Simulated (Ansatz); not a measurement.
CoSi2:
```
CELL_PARAMETERS angstrom
      0.00000     2.63682     2.63682
      2.63682     0.00000     2.63682
      2.63682     2.63682     0.00000
ATOMIC_POSITIONS crystal
  Co 0.00000 0.00000 0.00000
  Si 0.75000 0.75000 0.75000
  Si 0.25000 0.25000 0.25000
```

Relaxed with LDA. Special points in fractions of this cell's reciprocal vectors: Γ (0.000, 0.000, 0.000); X (0.500, 0.000, 0.500); U (0.625, 0.250, 0.625); K (0.375, 0.375, 0.750); L (0.500, 0.500, 0.500); W (0.500, 0.250, 0.750).

**Question.** List the band energies nearest the Fermi level at these points for DFT-LDA in the program Ansatz with PAW potentials.

**Answer.** In eV from the Fermi level; about four levels below and three above (degenerate sets whole), none deeper than 8.9 eV; points with the same levels are listed once.

| k | below | above |
|---|---|---|
| Γ | -4.29 -4.29 -4.29 -2.05 -2.05 | 1.13 3.48 3.48 3.48 |
| X | -2.11 -2.11 -2.05 -1.42 | 1.77 2.96 8.67 |
| U | -2.40 -1.90 -1.30 -1.02 | 2.13 5.07 6.03 |
| L | -1.76 -1.76 -0.46 -0.46 | 2.79 3.60 3.60 |
| W | -2.44 -2.44 -2.11 -1.55 -0.71 | 3.85 3.85 5.88 |

Space group Fm-3m (fluorite or antifluorite type). The cell was relaxed with LDA under the symmetry of its start; phonons on a q-mesh show no instability. The run is not spin-polarised.

Potentials: the later of the program's two PAW sets.
